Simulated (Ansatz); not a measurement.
All numbers below come from Ansatz 0.2.0, DFT PBE, scalar-relativistic, plane waves, PAW. Settings: cutoff 420 eV, Γ-centred meshes spaced at most about 0.3 Å⁻¹, and about 0.25 Å⁻¹ or finer for metals (2π included), Gaussian smearing. No spin polarisation in the final relaxations.

These are static total energies at zero pressure. All come from trial cells, and lower structures may exist.

Question: These unrelaxed guesses for MgSe₃ are each relaxed within their symmetry. Order them by the energy at which they end, lowest first.
A.

```cif
data_structure
_symmetry_space_group_name_H-M 'Pm-3m'
_symmetry_Int_Tables_number 221
_cell_length_a 4.7735
_cell_length_b 4.7735
_cell_length_c 4.7735
_cell_angle_alpha 90.000
_cell_angle_beta 90.000
_cell_angle_gamma 90.000
_cell_volume 108.77
loop_
_atom_site_label
_atom_site_type_symbol
_atom_site_symmetry_multiplicity
_atom_site_Wyckoff_symbol
_atom_site_fract_x
_atom_site_fract_y
_atom_site_fract_z
_atom_site_occupancy
Mg1 Mg 1 a 0.00000 0.00000 0.00000 1
Se1 Se 3 c 0.00000 0.50000 0.50000 1
```

B.

```cif
data_structure
_symmetry_space_group_name_H-M 'P6/mmm'
_symmetry_Int_Tables_number 191
_cell_length_a 3.5267
_cell_length_b 3.5267
_cell_length_c 7.0950
_cell_angle_alpha 90.000
_cell_angle_beta 90.000
_cell_angle_gamma 120.000
_cell_volume 76.42
loop_
_atom_site_label
_atom_site_type_symbol
_atom_site_symmetry_multiplicity
_atom_site_Wyckoff_symbol
_atom_site_fract_x
_atom_site_fract_y
_atom_site_fract_z
_atom_site_occupancy
Mg1 Mg 1 a 0.00000 0.00000 0.00000 1
Se1 Se 3 g 0.50000 0.00000 0.50000 1
```

Answer: B (ends in P6/mmm, 0 meV/atom), A (ends in Pm-3m, 48 meV/atom).

Cells relaxed within their symmetry can be saddle points. Some structure types and database cells were kept out of the candidates from the start, so a known form may be missing.
